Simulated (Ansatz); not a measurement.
# Zr2O: comparing deformations

Computed with DFT PBEsol, scalar-relativistic, plane waves, PAW in Ansatz 0.2.0. The runs took a 420 eV cutoff, a Γ-centred 10×10×10 mesh and Gaussian smearing (0.15 eV). No spin polarisation. Energies are free energies at this smearing, counted from the undisturbed cell; pressure is positive in compression.

The starting cell (relaxed at this level; it needn't be the usual structure):

```
Zr O
1.0
     4.80029    0.00000    0.00000
     0.00000    4.80029    0.00000
     0.00000    0.00000    4.80029
Zr O
4 2
Direct
  0.25000 0.25000 0.75000
  0.75000 0.25000 0.25000
  0.25000 0.75000 0.25000
  0.75000 0.75000 0.75000
  0.00000 0.00000 0.00000
  0.50000 0.50000 0.50000
```

The cell is strained by ε times a Voigt pattern (xx, yy, zz, yz, xz, xy; engineering shear) with fractional coordinates fixed. τ = (1/V0) dE/dε comes from the stress tensor. Of each scan, only the three points used here are listed.

| pattern | ε | τ (GPa) |
| --- | --- | --- |
| (1, 1, 0, 0, 0, 0) | -0.0150 | -9.43 |
| (1, 1, 0, 0, 0, 0) | 0.0000 | -0.01 |
| (1, 1, 0, 0, 0, 0) | 0.0150 | 8.62 |
| (0, 0, 1, 0, 0, 0) | -0.0150 | -2.66 |
| (0, 0, 1, 0, 0, 0) | 0.0000 | 0.00 |
| (0, 0, 1, 0, 0, 0) | 0.0150 | 2.60 |
| (0, 0, 0, 0, 0, 1) | -0.0100 | -0.85 |
| (0, 0, 0, 0, 0, 1) | 0.0000 | 0.00 |
| (0, 0, 0, 0, 0, 1) | 0.0150 | 1.27 |

Q: Which constants do the scans give, and which deformation costs least for the same size of strain tensor?

A: The slope dτ/dε at zero (parabola through three points) is pᵀCp: (1, 1, 0, 0, 0, 0) gives 2(C11 + C12) = 602 GPa; (0, 0, 1, 0, 0, 0) gives C11 = 175 GPa; (0, 0, 0, 0, 0, 1) gives C44 = 85 GPa. The size of the strain tensor, ε:ε, is ε² times 2.0, 1.0, 0.5. Per unit of it the stiffnesses are 301, 175, 170 GPa, so (0, 0, 0, 0, 0, 1) is the softest of these: at ε:ε = (1 %)² the quadratic term costs 0.98 meV/atom against 1.73 for the stiffest. These are clamped-ion values.

Q: What else follows for this cubic crystal?

A: From the unrounded slopes C11 = 175.2 and C12 = 125.7 GPa, so B = (C11 + 2 C12)/3 = 142 GPa and the Poisson ratio for a pull along a cube edge is C12/(C11 + C12) = 0.42.

Q: How anisotropic is this cubic crystal?

A: Zener's ratio 2 C44/(C11 − C12) = 3.43 with clamped ions; it is 1 for an isotropic solid.

Forces appear on the atoms along this scan, and letting them relax would lower the energy and soften the response. No gap shows at this level, though a semilocal functional can close a small gap that the real compound has; without a gap these slopes depend on the k mesh and the smearing.